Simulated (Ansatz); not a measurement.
Relaxed-ion elastic tensor of MgTe in space group P6_3mc (No. 186; Mg on 2a, Mg on 2b, Te on 2a, Te on 2b) in GPa (Voigt order), DFT-LDA in the program Ansatz with PAW potentials; density 3.91 g/cm³, 32.29 Å³ per atom.

```
56.1  32.6  27.5   0.0   0.0   0.0
32.6  56.1  27.5   0.0   0.0   0.0
27.5  27.5  60.9   0.0   0.0   0.0
 0.0   0.0   0.0  10.4   0.0   0.0
 0.0   0.0   0.0   0.0  10.4   0.0
 0.0   0.0   0.0   0.0   0.0  11.7
```

**Question.** Is the crystal mechanically stable?

**Answer.** Yes: the smallest eigenvalue of C is 10.4 GPa.

**Question.** Work out the Voigt, Reuss and Hill averages.

**Answer.** K_V = 38.7, K_R = 38.7, K_H = 38.7; G_V = 12.2, G_R = 11.8, G_H = 12.0 GPa.

**Question.** Give Young's modulus, Poisson's ratio, Pugh's ratio and the universal anisotropy index.

**Answer.** E = 9KG/(3K + G) = 32.7 GPa; ν = 0.36; K/G = 3.22 (ductile by the Pugh limit of 1.75); A_U = 5G_V/G_R + K_V/K_R − 6 = 0.15.

**Question.** Estimate the sound speeds and the Debye temperature.

**Answer.** v_l = √((K + 4G/3)/ρ) = 3740 m/s, v_t = √(G/ρ) = 1750 m/s, mean 1970 m/s; Θ = (h/k)(3n/4πV)^(1/3) v_m = 185 K.

**Question.** How much does each axis shrink under pressure?

**Answer.** Linear compressibilities β_i = Σ_j S_ij (j = 1 to 3): x 8.6, y 8.6, z 8.7 per TPa.

The cell is a constructed one: a structure type filled with these elements; the Crystallography Open Database files this formula in space group No. 186, but the cells were not matched. Its standing as an ambient phase is unchecked. Symmetry was held in the LDA relaxation; whether a distortion lowers the energy is not shown. Spin–orbit coupling is left out wherever it is not named.

Potentials: the later of the program's two PAW sets.
